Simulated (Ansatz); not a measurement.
InAs:
```yaml
crystal:
  lattice:
    - [0.00000, 2.84068, 2.84068]
    - [2.84068, 0.00000, 2.84068]
    - [2.84068, 2.84068, 0.00000]
  atoms:
    - { symbol: In, position: [0.50000, 0.50000, 0.50000] }
    - { symbol: As, position: [0.00000, 0.00000, 0.00000] }
```

Relaxed with r²SCAN.

Task: Map the electron localisation function on the plane through (0.500, 0.500, 0.500) spanned by u = [1, 0, 0] and v = [0, 1, -1] in lattice vectors, from r²SCAN (plane waves, PAW; program Ansatz).

Result: x is the fraction of u, y of v (the angle between them is 90°; rows are the nearest grid lines); atoms in the plane: In at (0.00, 0.00), As at (0.50, 0.50).
```
y \ x  0.000  0.100  0.200  0.250  0.350  0.450  0.550  0.650  0.750  0.800  0.900   1.00
-----  -----  -----  -----  -----  -----  -----  -----  -----  -----  -----  -----  -----
1.00   0.001  0.017  0.259  0.229  0.189  0.114  0.114  0.189  0.229  0.259  0.017  0.001
0.900  0.017  0.107  0.255  0.203  0.275  0.292  0.292  0.275  0.203  0.255  0.107  0.017
0.850  0.136  0.224  0.222  0.212  0.416  0.499  0.499  0.416  0.212  0.222  0.224  0.136
0.750  0.229  0.203  0.305  0.487  0.688  0.669  0.669  0.688  0.487  0.305  0.203  0.229
0.700  0.186  0.217  0.474  0.635  0.698  0.654  0.654  0.698  0.635  0.474  0.217  0.186
0.600  0.152  0.294  0.635  0.684  0.621  0.309  0.309  0.621  0.684  0.635  0.294  0.152
0.550  0.114  0.292  0.642  0.669  0.539  0.174  0.174  0.539  0.669  0.642  0.292  0.114
0.450  0.114  0.292  0.642  0.669  0.539  0.174  0.174  0.539  0.669  0.642  0.292  0.114
0.400  0.152  0.294  0.635  0.684  0.621  0.309  0.309  0.621  0.684  0.635  0.294  0.152
0.300  0.186  0.217  0.474  0.635  0.698  0.654  0.654  0.698  0.635  0.474  0.217  0.186
0.250  0.229  0.203  0.305  0.487  0.688  0.669  0.669  0.688  0.487  0.305  0.203  0.229
0.150  0.136  0.224  0.222  0.212  0.416  0.499  0.499  0.416  0.212  0.222  0.224  0.136
0.100  0.017  0.107  0.255  0.203  0.275  0.292  0.292  0.275  0.203  0.255  0.107  0.017
0.000  0.001  0.017  0.259  0.229  0.189  0.114  0.114  0.189  0.229  0.259  0.017  0.001
```

The density is the valence pseudo-density with augmentation charge, so density and ELF within about 1 Å of a nucleus are not all-electron values.

Space group Fm-3m (rock salt). The workflow started from a Materials Project entry (that database holds measured and hypothetical structures alike); the Crystallography Open Database copy checked does not list it. It is not the phase usual at ambient conditions (space group No. 216). Symmetry was held in the r²SCAN relaxation; whether a distortion lowers the energy is not shown.

Potentials: the later of the program's two PAW sets.
